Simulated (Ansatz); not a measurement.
A relaxed cell of ScAl4F2 is given with its symmetry left out. The cell was found from a structure generator's guess, not taken from experiment.

Theory: Ansatz, DFT PBE, scalar-relativistic, plane waves, PAW. Cutoff 420 eV, Γ-centred mesh, Gaussian smearing, no spin polarisation.

```
Sc Al F
1.0
     5.75280    0.00000    0.00000
    -2.87640    4.98207    0.00000
     0.00000    0.00000    7.97357
Sc Al F
1 4 2
Direct
  0.00000 0.00000 0.00000
  0.50000 0.00000 0.00000
  0.00000 0.50000 0.00000
  0.50000 0.50000 0.00000
  0.00000 0.00000 0.50000
  0.00000 0.00000 0.26254
  0.00000 0.00000 0.73746
```

Formation energies are uncorrected and refer to the elements' standard structures at the same level (F₂ as a molecule).

Task: Find its symmetry and describe it.

Result: P6/mmm (No. 191). Conventional cell: a = 5.753 Å, c = 7.974 Å. Sc has 2 F at 2.09 Å and 6 Al at 2.88 Å; Al on a site of symmetry mmm has 2 Sc at 2.88 Å, 4 Al at 2.88 Å and 4 F at 3.56 Å; around Al on a site of symmetry 6/mmm lie 2 F at 1.89 Å; around F lie 1 Al at 1.89 Å, 1 Sc at 2.09 Å and 6 Al at 3.56 Å.

Task: What is its formation energy per atom?

Result: −0.69 eV/atom. A negative formation energy is needed for stability but isn't enough: competing phases decide.

Task: Is it a metal?

Result: Yes, bands cross the Fermi level on the 12×12×6 mesh.

The last run used a 12×12×6 mesh (in the run's order of axes) for its 7-atom cell and Gaussian smearing of 0.10 eV. An odd number of electrons in the primitive cell allows no gap without spin; a larger cell or a magnetic state could open one. A structure relaxed within its symmetry needn't be a true minimum.
